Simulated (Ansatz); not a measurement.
Theory: DFT PBE, scalar-relativistic, plane waves, PAW in Ansatz 0.2.0. Settings: cutoff 420 eV, Γ-centred meshes spaced at most about 0.3 Å⁻¹, and about 0.25 Å⁻¹ or finer for metals (2π included), Gaussian smearing. No spin polarisation in the final relaxations.

Temperature and zero-point effects are left out.

Compare these two cells of Zr₄B, each relaxed at this level.

1.

```yaml
crystal:
  lattice:
    - [4.70360, 0.00000, 0.00000]
    - [0.00000, 4.70360, 0.00000]
    - [0.00000, 0.00000, 4.70360]
  atoms:
    - { symbol: Zr, position: [0.50000, 0.00000, 0.00000] }
    - { symbol: Zr, position: [0.00000, 0.50000, 0.00000] }
    - { symbol: Zr, position: [0.00000, 0.00000, 0.50000] }
    - { symbol: Zr, position: [0.50000, 0.50000, 0.50000] }
    - { symbol: B, position: [0.00000, 0.00000, 0.00000] }
```

2.

```yaml
crystal:
  lattice:
    - [3.36711, 0.00000, 0.00000]
    - [-1.68355, 2.91600, 0.00000]
    - [0.00000, 0.00000, 10.49746]
  atoms:
    - { symbol: Zr, position: [0.33333, 0.66667, 0.87237] }
    - { symbol: Zr, position: [0.33333, 0.66667, 0.38488] }
    - { symbol: Zr, position: [0.66667, 0.33333, 0.12763] }
    - { symbol: Zr, position: [0.66667, 0.33333, 0.61512] }
    - { symbol: B, position: [0.00000, 0.00000, 0.00000] }
```

Question: Which is lower in energy, and by how much?

Answer: Cell 2 is lower, by 107 meV/atom. Cell 1 has space group Pm-3m (No. 221), 20.8 Å³/atom and no gap on its mesh; cell 2 has space group P-3m1 (No. 164), 20.6 Å³/atom and no gap. Counting Zr atoms around B (those within 1.25 times the shortest such distance or 1.15 times the sum of covalent radii), cell 1 and cell 2 both have B 6. Both come from invented guesses.

With atoms moved at random, P-3m1 came back. Other cells relaxed within their symmetry can be saddle points.
